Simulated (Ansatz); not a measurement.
The following input was run with Ansatz 0.2.0.

```yaml
crystal:
  lattice:
    - [-2.2292481588, 2.2292481588, 5.7441195448]
    - [2.2292481588, -2.2292481588, 5.7441195448]
    - [2.2292481588, 2.2292481588, -5.7441195448]
  atoms:
    - { symbol: Ba, position: [0.0, 0.0, 0.0] }
    - { symbol: In, position: [0.75, 0.25, 0.5] }
    - { symbol: In, position: [0.25, 0.75, 0.5] }
    - { symbol: Pt, position: [0.3850384574, 0.3850384574, 0.0] }
    - { symbol: Pt, position: [0.6149615426, 0.6149615426, 0.0] }
basis:
  ecutwfc: 500
kpoints:
  mp_grid: { grid: [12, 12, 12] }
hamiltonian:
  xc: r2scan
scf:
  occupations: { method: gaussian, width: 0.1 }
output:
  forces: true
  stress: true
  eigenvalues: true
relax:
  adjacent_minimum: "off"
  f_tol: 0.01
  max_steps: 30
  cell: { stress_tol: 0.1, fix: [volume] }
```

Launched with
```bash
ansatz run input.yaml --threads 1 --pin off --max-ram 2560MiB --backend cpu --events-out ev --progress --plain --runs-dir out
```

All numbers below come from DFT r2SCAN, scalar-relativistic, plane waves, PAW (Ansatz).

Abridged output:

```
Pseudopotentials: kind: paw
Pseudopotential: Ba, paw, valence charge 10, recommended cutoff 500 eV (meta_gga)
Pseudopotential: In, paw, valence charge 13, recommended cutoff 500 eV (meta_gga)
Pseudopotential: Pt, paw, valence charge 18, recommended cutoff 500 eV (meta_gga)
Functional definition: r2SCAN
Crystal: 5 atoms, lattice volume = 114.183 Å³
Basis set: ecut = 500 eV, 2881 PW (Γ), FFT grids on a1+a3, a2+a3, a3, exchange–correlation on 144×144×192 points (64 copies of the dense FFT grid, shifted against one another)
Bands: 44, of which v1, the nominal top of the filled ones, is band 36 counted from 1 (35 counted from 0)
Symmetry: 16 space group operations
Space group: I4/mmm (ITA 139), of the structure as read, at distance tolerance 4.9e-5 Å
k-points: 163 of 1728
Initial density: superposition of atomic densities (neutral atoms: chi_scale 0, normalization atom), corrected by the library's trained network
Initial wavefunctions: pseudopotential atomic-orbital guess
Functional: x = r2scan, c = r2scan; τ floored in thin density (d = 2e-4 eV/Å³)
SCF iter   1: F=—  HF=-42265.449553 eV  |F-HF|=—  |Δ(HF+E_count)|=         —  Δρ=1.24e-2  dr2=2.80e-1  dr2_τ=5.53e-2  ethr=1.77e-3  ⟨swp⟩=8.7  Hψ=31966  notcnv=0  defer=52
SCF iter   2: F=—  HF=-42265.499587 eV  |F-HF|=—  |Δ(HF+E_count)|=   5.00e-2  Δρ=4.20e-3  dr2=2.82e-2  dr2_τ=7.82e-3  ethr=3.89e-4  ⟨swp⟩=2.1  Hψ=11169  notcnv=0  defer=350
SCF iter   3: F=—  HF=-42265.498827 eV  |F-HF|=—  |Δ(HF+E_count)|=   7.59e-4  Δρ=2.02e-3  dr2=8.35e-3  dr2_τ=1.47e-4  ethr=3.91e-5  ⟨swp⟩=2.4  Hψ=12672  notcnv=0  defer=350
SCF iter   4: F=—  HF=-42265.497616 eV  |F-HF|=—  |Δ(HF+E_count)|=   1.21e-3  Δρ=5.37e-4  dr2=9.28e-4  dr2_τ=1.65e-5  ethr=1.16e-5  ⟨swp⟩=2.0  Hψ=9641  notcnv=0  defer=350
SCF iter   5: F=—  HF=-42265.497495 eV  |F-HF|=—  |Δ(HF+E_count)|=   1.21e-4  Δρ=1.94e-4  dr2=9.34e-5  dr2_τ=3.68e-6  ethr=1.29e-6  ⟨swp⟩=2.0  Hψ=9861  notcnv=0  defer=350
SCF iter   6: F=—  HF=-42265.497488 eV  |F-HF|=—  |Δ(HF+E_count)|=   7.15e-6  Δρ=5.41e-5  dr2=6.14e-6  dr2_τ=4.39e-7  ethr=1.30e-7  ⟨swp⟩=2.0  Hψ=11851  notcnv=0  defer=350
SCF iter   7: F=—  HF=-42265.497488 eV  |F-HF|=—  |Δ(HF+E_count)|=   4.14e-7  Δρ=1.52e-5  dr2=4.15e-7  dr2_τ=1.43e-8  ethr=8.53e-9  ⟨swp⟩=2.0  Hψ=12181  notcnv=0  defer=350
SCF iter   8: F=-42265.497488 eV  HF=-42265.497488 eV  |F-HF|=8.69e-9  |Δ(HF+E_count)|=   4.73e-8  Δρ=4.89e-6  dr2=3.70e-8  dr2_τ=3.50e-9  ethr=1.39e-10  ⟨swp⟩=11.7  Hψ=41894  notcnv=0
SCF 1 converged in 8 iterations: F = -42265.497488 eV  dr2 = 3.70e-8
relax step   1: F+E_penalty+E_count = -42265.49748838 eV  Δ(F+E_penalty+E_count) = +0.000e0 eV  max|allowed force component| = 7.035e-2 eV/Å  Δτ_max = 0.0000 Å  P = +6.103 GPa  Ω = 114.183 Å³  fix = [volume]  reactions: volume +6.103 GPa (8 SCF iters, dr2 threshold 1.00e-7 eV, accepted)
Initial density: handed on by an earlier stage of this run
Initial wavefunctions: those handed on with the density
SCF iter   1: F=—  HF=-42265.480332 eV  |F-HF|=—  |Δ(HF+E_count)|=         —  Δρ=6.45e-4  dr2=3.56e-4  dr2_τ=4.18e-2  ethr=4.15e-7  ⟨swp⟩=3.0  Hψ=40607  notcnv=0
SCF iter   2: F=—  HF=-42265.498817 eV  |F-HF|=—  |Δ(HF+E_count)|=   1.85e-2  Δρ=5.97e-4  dr2=3.20e-4  dr2_τ=1.57e-5  ethr=4.15e-7  ⟨swp⟩=2.8  Hψ=13466  notcnv=0
SCF iter   3: F=—  HF=-42265.498792 eV  |F-HF|=—  |Δ(HF+E_count)|=   2.50e-5  Δρ=3.06e-4  dr2=8.39e-5  dr2_τ=8.33e-6  ethr=4.15e-7  ⟨swp⟩=2.0  Hψ=7558  notcnv=0
SCF iter   4: F=—  HF=-42265.498793 eV  |F-HF|=—  |Δ(HF+E_count)|=   1.62e-6  Δρ=4.07e-5  dr2=5.42e-6  dr2_τ=1.28e-7  ethr=1.17e-7  ⟨swp⟩=2.1  Hψ=12627  notcnv=0
SCF iter   5: F=—  HF=-42265.498794 eV  |F-HF|=—  |Δ(HF+E_count)|=   2.41e-7  Δρ=2.88e-5  dr2=1.41e-6  dr2_τ=1.08e-7  ethr=7.52e-9  ⟨swp⟩=2.0  Hψ=12365  notcnv=0
SCF iter   6: F=—  HF=-42265.498794 eV  |F-HF|=—  |Δ(HF+E_count)|=   1.34e-7  Δρ=1.91e-5  dr2=6.68e-7  dr2_τ=1.65e-8  ethr=1.95e-9  ⟨swp⟩=1.3  Hψ=7697  notcnv=0
SCF iter   7: F=-42265.498793 eV  HF=-42265.498794 eV  |F-HF|=1.51e-7  |Δ(HF+E_count)|=   6.04e-8  Δρ=1.21e-5  dr2=2.70e-7  dr2_τ=5.51e-9  ethr=4.30e-10  ⟨swp⟩=3.9  Hψ=27319  notcnv=0
the search or the solves at the SCF's close seem to have found levels that the self-consistency loop had missed (the run counts 1). By its estimate they hold under 1e-12 electrons; where the run keeps them, the occupations were computed again with them
SCF 2 converged in 7 iterations: F = -42265.498793 eV  dr2 = 2.70e-7
relax step   2: F+E_penalty+E_count = -42265.49879339 eV  Δ(F+E_penalty+E_count) = -1.305e-3 eV  max|allowed force component| = 2.250e-2 eV/Å  Δτ_max = 0.0100 Å  P = +6.000 GPa  Ω = 114.183 Å³  fix = [volume]  reactions: volume +6.000 GPa (7 SCF iters, dr2 threshold 3.09e-7 eV, accepted)
SCF iter   1: F=—  HF=-42265.497974 eV  |F-HF|=—  |Δ(HF+E_count)|=         —  Δρ=1.86e-4  dr2=9.53e-5  dr2_τ=1.24e-3  ethr=1.68e-7  ⟨swp⟩=3.0  Hψ=39249  notcnv=0
SCF iter   2: F=—  HF=-42265.499002 eV  |F-HF|=—  |Δ(HF+E_count)|=   1.03e-3  Δρ=1.39e-4  dr2=2.67e-5  dr2_τ=2.02e-6  ethr=1.32e-7  ⟨swp⟩=2.0  Hψ=12948  notcnv=0
SCF iter   3: F=—  HF=-42265.499002 eV  |F-HF|=—  |Δ(HF+E_count)|=   4.07e-8  Δρ=7.05e-5  dr2=1.06e-5  dr2_τ=3.96e-7  ethr=3.71e-8  ⟨swp⟩=1.0  Hψ=7173  notcnv=0
SCF iter   4: F=—  HF=-42265.499003 eV  |F-HF|=—  |Δ(HF+E_count)|=   1.95e-7  Δρ=2.09e-5  dr2=9.53e-7  dr2_τ=4.34e-8  ethr=1.47e-8  ⟨swp⟩=2.0  Hψ=9787  notcnv=0
SCF iter   5: F=—  HF=-42265.499003 eV  |F-HF|=—  |Δ(HF+E_count)|=   5.09e-8  Δρ=7.50e-6  dr2=9.80e-8  dr2_τ=3.33e-9  ethr=1.32e-9  ⟨swp⟩=2.0  Hψ=11373  notcnv=0
SCF iter   6: F=-42265.499003 eV  HF=-42265.499003 eV  |F-HF|=3.17e-9  |Δ(HF+E_count)|=   5.15e-9  Δρ=3.20e-6  dr2=1.74e-8  dr2_τ=6.93e-10  ethr=8.95e-11  ⟨swp⟩=5.1  Hψ=26766  notcnv=0
SCF 3 converged in 6 iterations: F = -42265.499003 eV  dr2 = 1.74e-8
relax step   3: F+E_penalty+E_count = -42265.49900267 eV  Δ(F+E_penalty+E_count) = -2.093e-4 eV  max|allowed force component| = 2.040e-3 eV/Å  Δτ_max = 0.0009 Å  P = +5.969 GPa  Ω = 114.183 Å³  energy of the carried Pulay correction = +6.833e-18 eV  fix = [volume]  reactions: volume +5.969 GPa (6 SCF iters, dr2 threshold 6.44e-8 eV, accepted)
Basis set: ecut = 500 eV, 2881 PW (Γ), FFT grids on a1+a3, a2+a3, a3, exchange–correlation on 144×144×200 points (64 copies of the dense FFT grid, shifted against one another)
Initial wavefunctions: pseudopotential atomic-orbital guess (no wavefunctions were taken with the density)
SCF iter   1: F=—  HF=-42265.498986 eV  |F-HF|=—  |Δ(HF+E_count)|=         —  Δρ=5.14e-5  dr2=8.17e-8  dr2_τ=1.86e-7  ethr=1.69e-6  ⟨swp⟩=3.0  Hψ=49107  notcnv=0
SCF iter   2: F=—  HF=-42265.499005 eV  |F-HF|=—  |Δ(HF+E_count)|=   1.91e-5  Δρ=2.60e-5  dr2=2.63e-8  dr2_τ=2.51e-7  ethr=1.13e-10  ⟨swp⟩=3.3  Hψ=18175  notcnv=0
SCF iter   3: F=—  HF=-42265.499012 eV  |F-HF|=—  |Δ(HF+E_count)|=   6.59e-6  Δρ=1.27e-6  dr2=2.08e-9  dr2_τ=2.97e-10  ethr=3.65e-11  ⟨swp⟩=2.0  Hψ=12265  notcnv=0
SCF iter   4: F=—  HF=-42265.499012 eV  |F-HF|=—  |Δ(HF+E_count)|=  8.29e-10  Δρ=5.97e-7  dr2=6.98e-10  dr2_τ=4.81e-11  ethr=2.89e-12  ⟨swp⟩=2.0  Hψ=12487  notcnv=0
SCF iter   5: F=-42265.499012 eV  HF=-42265.499012 eV  |F-HF|=1.24e-10  |Δ(HF+E_count)|=  4.73e-10  Δρ=2.63e-7  dr2=1.16e-10  dr2_τ=1.72e-11  ethr=1.00e-12  ⟨swp⟩=4.6  Hψ=31113  notcnv=0
SCF 4 converged in 5 iterations: F = -42265.499012 eV  dr2 = 1.16e-10
SCF converged after 5 iterations
Free energy (F): -42265.499012 eV
Harris-Foulkes:  -42265.499012 eV  (|F-HF|=1.24e-10)
Internal energy: -42265.486431 eV  (E = F + TS)
E sigma→0 (E₀):  -42265.492721 eV
Entropy (-TS):   -0.012581 eV (-2.516 meV/atom)
Fermi energy:    14.211898 eV
--- Per-component energies (eV) ---
  E_band       = -564.176057
  E_kinetic    = 1942.123962
  E_local      = -7129.721125  (includes V_loc(G=0)·N_el)
  E_nonlocal   = 1195.074209
  E_hartree    = 2833.056549
  E_xc         = -1064.697807
  E_vxc        = -1045.154141  (∫ρ·V_xc dr)
  E_paw        = -32581.304902  (= ΣΔE_a)
  E_vpaw       = -1259.190322  (= ΣTr[D̂ρ^β])
  E_aug_tail   = 0.000316  (compensation charges beyond the density's cutoff)
  E_vtau       = 66.577380  (kinetic-family band-sum trace: ∫τ·v_τ [+ j·A + Jᵃ·Aᵃ] dr)
  E_ewald      = -7461.556152
  E_core_change = 1.538519  (= ΣΔE_core)
  E_smearing   = -0.012581  (= −TS)
--- Forces (eV/Å), atoms counted from 1 ---
  atom   1  Ba     0.00000000     0.00000000     0.00000000
  atom   2  In     0.00000000     0.00000000     0.00000000
  atom   3  In     0.00000000     0.00000000     0.00000000
  atom   4  Pt     0.00000000     0.00000000    -0.00196714
  atom   5  Pt     0.00000000     0.00000000     0.00196714
--- Stress (GPa, compression-positive) ---
        5.963196       0.000000       0.000000
        0.000000       5.963196       0.000000
        0.000000       0.000000       5.980967
  P = ⅓ Tr σ = 5.9691 GPa (59.691 kbar)
--- Band table (eV; the first three rows and the last of 163) ---
  k-point 0: bands = ["-86.0101", "-85.9972", "-39.7923", "-39.6503", "-39.6503", "-39.6280", "-39.6280", "-39.5645", "-14.1759", "-1.2896", "-1.1901", "-1.0589", "-1.0359", "-1.0359", "-0.8053", "-0.8053", "-0.7304", "-0.7037", "-0.4622", "0.6704", "1.0754", "1.0754", "4.6578", "9.6235", "9.8940", "9.9994", "10.1273", "10.4614", "10.4614", "10.5455", "10.5455", "10.9049", "11.3621", "11.9488", "13.4876", "14.9783", "14.9783", "16.2332", "17.0624", "18.6882", "18.6882", "18.7857", "19.8141", "20.2933"]
  k-point 1: bands = ["-86.0101", "-85.9972", "-39.7923", "-39.6503", "-39.6503", "-39.6280", "-39.6280", "-39.5645", "-14.1732", "-1.2670", "-1.1718", "-1.0490", "-1.0355", "-1.0209", "-0.8287", "-0.8061", "-0.7384", "-0.7170", "-0.4938", "0.6886", "1.0365", "1.0528", "4.7998", "9.3680", "9.9744", "9.9798", "10.0924", "10.4187", "10.4309", "10.5445", "10.6683", "10.9296", "11.3752", "12.1886", "13.3203", "14.6670", "15.2475", "16.7407", "16.7618", "17.6571", "18.8592", "18.9189", "19.5122", "20.5763"]
  k-point 2: bands = ["-86.0101", "-85.9972", "-39.7922", "-39.6505", "-39.6503", "-39.6282", "-39.6280", "-39.5645", "-14.1660", "-1.2157", "-1.1208", "-1.0520", "-0.9938", "-0.9797", "-0.8897", "-0.8108", "-0.7701", "-0.7531", "-0.5676", "0.7319", "0.9502", "0.9926", "5.1890", "8.9389", "9.9017", "9.9435", "10.1967", "10.3137", "10.4274", "10.5412", "10.9711", "10.9753", "11.4312", "12.6030", "13.0047", "14.1989", "15.6000", "16.1038", "16.1276", "17.8051", "18.9126", "19.1564", "19.1815", "20.3692"]
  k-point 162: bands = ["-86.0101", "-85.9972", "-39.7917", "-39.6503", "-39.6503", "-39.6279", "-39.6279", "-39.5651", "-14.1747", "-1.2893", "-1.1834", "-1.0629", "-1.0224", "-1.0224", "-0.8104", "-0.8104", "-0.7337", "-0.7036", "-0.4622", "0.5132", "1.0583", "1.0583", "5.5301", "8.5329", "9.1483", "9.6799", "9.7055", "9.7055", "10.5556", "10.8806", "11.3812", "11.9346", "11.9346", "11.9790", "14.4081", "14.4081", "15.7870", "16.1300", "17.2243", "17.2243", "17.3674", "17.9191", "19.7223", "20.0177"]
--- Relaxed structure (3 steps of the walk, 3 accepted, 1 SCFs on fresh bases) ---
  F+E_penalty+E_count = -42265.49901197 eV   max|allowed force component| = 1.967e-3 eV/Å   (the final SCF, on the basis selected at the relaxed cell)
  cell:  # Å, volume = 114.1827 Å³
    - [-2.22166673, 2.22166673, 5.78338996]
    - [2.22166673, -2.22166673, 5.78338996]
    - [2.22166673, 2.22166673, -5.78338996]
  atoms:
    - { symbol: Ba, position: [0.0, 0.0, 0.0] }
    - { symbol: In, position: [0.75, 0.24999999, 0.5] }
    - { symbol: In, position: [0.24999999, 0.75, 0.5] }
    - { symbol: Pt, position: [0.38599182, 0.38599182, 0.0] }
    - { symbol: Pt, position: [0.61400817, 0.61400817, 0.0] }
```

The relaxation met its thresholds.

It took 3.1 min on 1 thread of Intel(R) Xeon(R) 6975P-C (Granite Rapids) (shared host), peak memory 1.2 GiB.

Spin–orbit coupling is left out, which can shift energies with elements as heavy as these.